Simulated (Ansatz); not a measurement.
# Cs₂TlInF₆: zone-centre modes

Computed with DFT PBEsol, scalar-relativistic, plane waves, PAW in Ansatz. Settings: plane waves to 420 eV, k-mesh 4×4×4 (Γ-centred), Gaussian smearing 0.05 eV. Spin–orbit coupling is left out, which can shift energies with elements as heavy as these. No spin polarisation.

Zero of the scan (relaxed at this level; it needn't be the usual structure):

```
Cs Tl In F
1.0
     0.00000    4.71270    4.71270
     4.71270    0.00000    4.71270
     4.71270    4.71270    0.00000
Cs Tl In F
2 1 1 6
Cartesian
  7.0690 7.0690 7.0690
  2.3563 2.3563 2.3563
  0.0000 0.0000 0.0000
  4.7127 4.7127 4.7127
  2.6270 4.7127 4.7127
  4.7127 4.7127 2.6270
  6.7984 4.7127 4.7127
  4.7127 2.6270 4.7127
  4.7127 6.7984 4.7127
  4.7127 4.7127 6.7984
```

Harmonic modes by finite displacements of 0.02 Å, without the LO–TO term.

Question: At this geometry, is the structure stable against these modes?

Answer: No: 3 modes are unstable, the strongest at 58i cm⁻¹.

Question: List the wavenumbers in cm⁻¹.

Answer: 58i, 58i, 58i, 0, 0, 0, 39, 39, 39, 40, 40, 40, 74, 74, 74, 90, 90, 90, 173, 173, 173, 179, 179, 179, 360, 360, 409, 409, 409, 479.

Cost: 1 run of about 1.5 core-minutes, on Arm Neoverse V1 (shared hosts).